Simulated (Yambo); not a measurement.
Ba2MgWO6 (space group Fm-3m, No. 225), G0W0@PBEsol in Yambo with this input:

```
rim_cut
gw0
dyson
el_el_corr
HF_and_locXC
ppa
em1d
RandQpts= 1000000
RandGvec= 1 Ry
EXXRLvcs= 84 Ry
VXCRLvcs= 336 Ry
Chimod= "HARTREE"
% BndsRnXp
 3 | 214 |
%
NGsBlkXp= 7 Ry
% LongDrXp
 1.0 | 1.0 | 1.0 |
%
PPAPntXp= 27.2114 eV
% GbndRnge
 1 | 214 |
%
GTermKind= "BG"
DysSolver= "n"
ExtendOut
```

On a 2×2×2 mesh, with wavefunctions cut at 84 Ry, the gap (Γ → X) is 4.455 eV and the valence edge shifts by -0.457 eV.

Question: What happens with this change: no terminator?

Answer: The gap rises by 0.055 eV, to 4.510 eV; the shift of the valence edge becomes -0.235 eV. Neither run is shown to be the converged limit.

Spin-orbit coupling is not included.

Geometry of the Materials Project entry, not relaxed at this level; primitive cell a = b = c = 5.8240 Å, α = β = γ = 60.00°.

A shift is the quasiparticle energy of the state minus its PBEsol energy.
